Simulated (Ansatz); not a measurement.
In r²SCAN (plane waves, PAW; program Ansatz), MoPt in the L1₀ or tetragonal B2 structure (P4/mmm) relaxes to a = 2.711 Å, c = 4.126 Å. Pt has 12 nearest neighbours from 2.71 Å (cuboctahedral); Mo has 12 nearest neighbours from 2.71 Å (cuboctahedral). Against the elements it lies at -0.27 eV/atom, with no fitted shifts.

Electronic character: metallic (no gap). Gap from r²SCAN with spin–orbit coupling: none (metallic).

The bulk modulus is 291 GPa. Bader charges are Pt -0.81, Mo +0.81 e.

The start of the workflow was typed in or built on a structure type; neither database checked (COD, Materials Project) lists it. Whether it is the stable phase at ambient conditions was not checked. Symmetry was held in the r²SCAN relaxation; whether a distortion lowers the energy is not shown. No spin polarisation was allowed. Axis ratios of metals converge slowly with the k-mesh, so a and c are less sure than the volume. The references are the lowest solids computed at this level, not always the standard phases. Scalar-relativistic: spin–orbit coupling is off unless named, which matters more the heavier the elements.

Potentials: the later of the program's two PAW sets.
